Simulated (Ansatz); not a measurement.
Total density of states per atom from the program Ansatz at the PBEsol level (PAW), in 0.25 eV bins, energy from the Fermi level:

```
E (eV) | states/eV/atom
    -7.85 |  0.00
    -7.60 |  0.00
    -7.35 |  0.00
    -7.10 |  0.00
    -6.85 | ## 0.07
    -6.60 | ###### 0.18
    -6.35 | ####################### 0.71
    -6.10 | ##################### 0.66
    -5.85 | ################ 0.49
    -5.60 | ############# 0.40
    -5.35 | ########## 0.31
    -5.10 | ######## 0.25
    -4.85 | ###### 0.19
    -4.60 | ##### 0.15
    -4.35 | #### 0.13
    -4.10 | #### 0.12
    -3.85 | ### 0.11
    -3.60 | ############# 0.40
    -3.35 | ######################## 0.74
    -3.10 | #################### 0.61
    -2.85 | ########################## 0.80
    -2.60 | ########################## 0.81
    -2.35 | ############################## 0.93
    -2.10 | ########################## 0.80
    -1.85 | #################### 0.62
    -1.60 | ##################### 0.66
    -1.35 | ################### 0.58
    -1.10 | ############### 0.47
    -0.85 | ############ 0.38
    -0.60 | ########## 0.31
    -0.35 | #### 0.12
    -0.10 | # 0.02
     0.15 |  0.01
     0.40 | # 0.05
     0.65 | #### 0.13
     0.90 | ####### 0.20
     1.15 | ########### 0.33
     1.40 | ################ 0.50
     1.65 | ######################### 0.77
     1.90 | ######################### 0.76
     2.15 | ###################### 0.67
     2.40 | ###################### 0.68
     2.65 | ############# 0.40
     2.90 | ############# 0.40
     3.15 | ################## 0.55
     3.40 | ###################### 0.69
     3.65 | ########################### 0.83
     3.90 | ############################ 0.88
     4.15 | ######################## 0.73
     4.40 | ####################### 0.70
     4.65 | ############################ 0.88
```

Q: Which of these materials gives this?
A) Ga, diamond
B) Ga2O3, C2/m (Pearson symbol mS20)
C) InSb, P3_121 (In on 3a, Sb on 3b)
D) InGaSbAs, Pmm2 (In on 1a, As on 1b, Ga on 1d, Sb on 1c)

A: D, InGaSbAs, Pmm2 (In on 1a, As on 1b, Ga on 1d, Sb on 1c). Within 0.5 eV of the Fermi level: Sb 5p 43 %, As 4p 24 %, In 5p 13 %, Ga 4p 7 %, Ga 4s 5 %. Projections are on Löwdin-orthogonalised atomic valence shells; empty p or d shells of many metals are not among them.

The start of the workflow was typed in or built on a structure type; neither database checked (COD, Materials Project) lists it. Its standing as an ambient phase is unchecked. The PBEsol relaxation kept the symmetry of its start; whether a distortion lowers the energy is not shown. Scalar-relativistic: spin–orbit coupling is off unless named, which matters more the heavier the elements.

Potentials: the earlier of the program's two PAW sets. The files were generated under PBE; for other functionals the program regenerates the frozen cores, and for LDA and PBEsol the local potential too.
